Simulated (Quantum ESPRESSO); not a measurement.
## Convergence of NMR parameters in MgS

```yaml
crystal:
  lattice:
    - [0.00000, 2.60440, 2.60440]
    - [2.60440, 0.00000, 2.60440]
    - [2.60440, 2.60440, 0.00000]
  atoms:
    - { symbol: Mg, position: [0.00000, 0.00000, 0.00000] }
    - { symbol: S, position: [0.50000, 0.50000, 0.50000] }
```
The cell comes from the Materials Project (a computed structure). It is MgS in Fm-3m; whether this form has been observed was not checked. Stability against distortions was not tested.

Method: σ by PBE GIPAW on JTH datasets (Quantum ESPRESSO, modified build). The cutoff rises from row to row, with the meshes as listed. Costs are rough, from a shared machine. Shieldings are absolute and leave out the bulk-susceptibility term; a larger σ means a smaller chemical shift. The datasets of Mg, S hold no d projectors, which limits absolute σ on these atoms. The structure is static (0 K, no zero-point motion).

```
setting  cutoff (Ha)         k-mesh
-------  -----------  -------------
A                 12  4×4×4 shifted
B                 20  6×6×6 shifted
C                 30  8×8×8 shifted
```

From which setting on does σ_iso S (ppm) stay within 2 of the tightest run?

From B on. Differences from the tightest run: A 5.8, B 1.1.

```csv
setting,cutoff (Ha),k-mesh,σ_iso S (ppm),f-sum rule missed by (%),rough cost ratio
A,12,4×4×4 shifted,591.5,0.02,about 1
B,20,6×6×6 shifted,586.8,0.02,4
C,30,8×8×8 shifted,585.6,0.00,20
```
